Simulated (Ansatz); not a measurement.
## K2H4Pt: structures and their energies

3 relaxations of K2H4Pt ended in 3 distinct structures. Level of theory: r2SCAN (plane waves to 500 eV, PAW, scalar-relativistic; Ansatz, a quantum-chemistry and plane-wave program).

| # | space group | Pearson | type | E − E(lowest) (eV/atom) | V (Å³/atom) | gap (eV, no SOC) | runs ending here |
|---|---|---|---|---|---|---|---|
| 1 | P4₂/mnm | tP14 | – | 0.000 | 18.05 | 3.70 | 1 |
| 2 | Pmm2 (nearly Pmmm) | oP7 | – | 0.157 | 21.15 | 1.96 | 1 |
| 3 | F-43m | cF28 | – | 0.51 | 16.29 | 0.00 | 1 |

P4₂/mnm, tP14 is the lowest among the structures calculated here.

Space group P4₂/mnm (No. 136); a = 5.5821 Å, b = 5.5821 Å, c = 8.1092 Å, α = 90.00°, β = 90.00°, γ = 90.00°

```csv
atom,site,symmetry,x,y,z
K,4d,-4..,0.0000,0.5000,0.2500
H,4f,m.2m,0.2088,0.2088,0.0000
H,4e,2.mm,0.0000,0.0000,0.2031
Pt,2a,m.mm,0.0000,0.0000,0.0000
```

 1 generated cell of layers, chains or molecules, poorly bound without dispersion, is left out. Each run could gain symmetry but not lose that of its start, so entries can be saddle points. From databases, or of a type measured for this composition: P4₂/mnm, tP14; the others are generated cells (placed on structure types, drawn at random, substituted or restacked) that were not matched to a known phase here. Static energies at zero pressure. No spin polarisation in the result. A magnetic state may lie lower. Spin-orbit coupling is missing; with elements this heavy it can move band edges by tenths of an eV or more. Gaps of cells over 8 atoms come from the SCF mesh and high-symmetry points alone.
